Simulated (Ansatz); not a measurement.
Input file for Ansatz (an electronic-structure program):

Ansatz 0.2 input:
```yaml
crystal:
  lattice:
    - [3.9143280664, 0.0, 0.0]
    - [-1.9571640332, 3.3899075442, 0.0]
    - [0.0, 0.0, 5.0743415402]
  atoms:
    - { symbol: Ni, position: [0.0, 0.0, 0.0] }
    - { symbol: Ni, position: [0.0, 0.0, 0.5] }
    - { symbol: Sb, position: [0.3333333333, 0.6666666667, 0.25] }
    - { symbol: Sb, position: [0.6666666667, 0.3333333333, 0.75] }
kpoints:
  mp_grid: { grid: [12, 12, 8] }
hamiltonian:
  xc: pbesol
  pseudopotentials: { kind: paw }
scf:
  occupations: { method: fermi_dirac, width: 0.1 }
phonons:
  method: dfpt
  response_accuracy: low
  eigenvectors: true
  rigid_motions: translations
```

Output (shortened):

```
Pseudopotential: Ni, paw, valence charge 18
Pseudopotential: Sb, paw, valence charge 15
Functional definition: PBEsol
Crystal: 4 atoms, lattice volume = 67.333 Å³
Basis set: ecut = 420 eV, 1337 PW (Γ), exchange–correlation on 54×54×72 points (8 copies of the dense FFT grid, shifted against one another)
Bands: 40, of which v1, the nominal top of the filled ones, is band 33 counted from 1 (32 counted from 0)
Symmetry: 24 space group operations
k-points: 320 of 1152 (irreducible under 2 space group operations, time reversal used)
SCF iter   1: F=—  HF=-24427.400423 eV  |F-HF|=—  |Δ(HF+E_count)|=         —  Δρ=1.46e-2  dr2=8.60e-2  ethr=1.77e-3  ⟨swp⟩=6.6  Hψ=50776  notcnv=0  defer=14
preconditioner: auto → Kerker (q_TF=auto, 2.719 Å⁻¹)
SCF iter   2: F=—  HF=-24427.389233 eV  |F-HF|=—  |Δ(HF+E_count)|=   1.12e-2  Δρ=4.05e-3  dr2=7.22e-3  ethr=1.30e-4  ⟨swp⟩=2.8  Hψ=23731  notcnv=0  defer=92
SCF iter   3: F=—  HF=-24427.388494 eV  |F-HF|=—  |Δ(HF+E_count)|=   7.39e-4  Δρ=1.06e-3  dr2=6.71e-4  ethr=1.09e-5  ⟨swp⟩=1.1  Hψ=12701  notcnv=0  defer=94
SCF iter   4: F=—  HF=-24427.388414 eV  |F-HF|=—  |Δ(HF+E_count)|=   7.97e-5  Δρ=1.61e-4  dr2=2.14e-5  ethr=1.02e-6  ⟨swp⟩=2.1  Hψ=14973  notcnv=0  defer=94
SCF iter   5: F=—  HF=-24427.388421 eV  |F-HF|=—  |Δ(HF+E_count)|=   6.94e-6  Δρ=6.83e-5  dr2=4.96e-6  ethr=3.25e-8  ⟨swp⟩=2.1  Hψ=19306  notcnv=0  defer=94
SCF iter   6: F=—  HF=-24427.388424 eV  |F-HF|=—  |Δ(HF+E_count)|=   2.94e-6  Δρ=2.95e-5  dr2=7.44e-7  ethr=7.52e-9  ⟨swp⟩=2.2  Hψ=15562  notcnv=0  defer=94
SCF iter   7: F=—  HF=-24427.388424 eV  |F-HF|=—  |Δ(HF+E_count)|=   1.80e-8  Δρ=6.70e-6  dr2=2.46e-8  ethr=1.13e-9  ⟨swp⟩=2.5  Hψ=19370  notcnv=0  defer=94
SCF iter   8: F=—  HF=-24427.388424 eV  |F-HF|=—  |Δ(HF+E_count)|=  8.29e-10  Δρ=2.96e-6  dr2=5.98e-9  ethr=3.72e-11  ⟨swp⟩=2.4  Hψ=22315  notcnv=0  defer=94
SCF iter  10: F=-24427.388424 eV  HF=-24427.388424 eV  |F-HF|=0.00e0  |Δ(HF+E_count)|=  3.27e-11  Δρ=1.48e-7  dr2=5.70e-12  ethr=1.00e-12  ⟨swp⟩=7.5  Hψ=70632  notcnv=0
SCF 1 converged in 10 iterations: F = -24427.388424 eV  dr2 = 5.70e-12
DFPT response loops at Γ: preconditioner auto → Kerker (q_TF=auto, 2.719 Å⁻¹) (partly filled bands, converged f_vac=0.004) …
SCF converged after 10 iterations
Free energy (F): -24427.388424 eV
Harris-Foulkes:  -24427.388424 eV  (|F-HF|=0.00e0)
Internal energy: -24427.320984 eV  (E = F + TS)
E sigma→0 (E₀):  -24427.354704 eV
Entropy (-TS):   -0.067440 eV (-16.860 meV/atom)
Fermi energy:    15.477802 eV
--- Per-component energies (eV) ---
  E_band       = -849.559167
  E_kinetic    = 990.884231
  E_local      = -11008.430396  (includes V_loc(G=0)·N_el)
  E_nonlocal   = 2012.980030
  E_hartree    = 4814.081434
  E_xc         = -446.650485
  E_vxc        = -415.726840  (∫ρ·V_xc dr)
  E_paw        = -12201.562262  (= ΣΔE_a)
  E_vpaw       = -2057.430221  (= ΣTr[D̂ρ^β])
  E_aug_tail   = 0.000918  (compensation charges beyond the density's cutoff)
  E_ewald      = -8589.682746
  E_core_change = 1.058292  (= ΣΔE_core)
  E_smearing   = -0.067440  (= −TS)
  E_closure    = 0.000000  (closes the sum)
  Σ components = -24427.388424   (vs F -24427.388424, Δ=0.00e0)
  [band-id]    e_kinetic+e_local+e_nonlocal+2·e_hartree+e_vxc+e_vpaw+e_augmentation_tail = -849.559410   (vs E_band -849.559167, Δ=-2.44e-4)
--- Band table (eV; the first three rows and the last of 320) ---
  k-point 0: bands = ["-87.5670", "-87.5580", "-48.1484", "-48.1484", "-48.1454", "-48.1392", "-48.1392", "-48.0474", "-13.7232", "-13.7232", "-13.7008", "-13.6815", "-13.6637", "-13.6637", "-13.6636", "-13.6636", "-13.6574", "-13.6574", "2.2969", "7.0100", …
  k-point 1: bands = ["-87.5667", "-87.5584", "-48.1481", "-48.1481", "-48.1417", "-48.1395", "-48.1395", "-48.0512", "-13.7220", "-13.7220", "-13.7000", "-13.6821", "-13.6707", "-13.6707", "-13.6623", "-13.6623", "-13.6529", "-13.6529", "2.3883", "6.4237", …
  k-point 2: bands = ["-87.5657", "-87.5593", "-48.1471", "-48.1471", "-48.1406", "-48.1406", "-48.1311", "-48.0618", "-13.7183", "-13.7183", "-13.6976", "-13.6840", "-13.6815", "-13.6815", "-13.6589", "-13.6589", "-13.6493", "-13.6493", "2.6617", "5.4492", …
  k-point 319: bands = ["-87.5625", "-87.5625", "-48.1442", "-48.1442", "-48.1440", "-48.1440", "-48.0964", "-48.0964", "-13.7120", "-13.7120", "-13.6959", "-13.6959", "-13.6690", "-13.6690", "-13.6563", "-13.6563", "-13.6484", "-13.6484", "5.4552", "5.4552", …
--- Phonons (Γ-DFPT): 4 representative perturbations + reference, on 320 of 1152 k-points (Σ response iterations 12) ---
  ASR residual: 5.099e-4 → 0.000e0 eV/Å²; symmetrization residual: 3.894e-4 eV/Å²
  ASR residual per site (eV/Å²): 4.90e-4 4.90e-4 5.10e-4 5.10e-4
  Γ frequencies (cm⁻¹): 0.00 0.00 0.00 136.51 136.51 137.26 137.26 148.86 164.91 216.20 216.20 265.53
  non-analytic LO–TO correction: not included (Born effective charges unavailable; polar crystals: no LO–TO splitting at Γ)
```

Cost: about 5 core-minutes (a rough figure) on shared cores.

Space group P6_3/mmc (NiAs type). The PBEsol relaxation kept the symmetry of its start; of distortions, only those at the zone centre were tested. The run is not spin-polarised. As this level gives no gap, phonon frequencies hold no LO–TO term and depend on the k-mesh and smearing (Fermi–Dirac, 0.1 eV here). Spin–orbit coupling is left out wherever it is not named.

Potentials: the later of the program's two PAW sets.

Ansatz is a plane-wave DFT program.
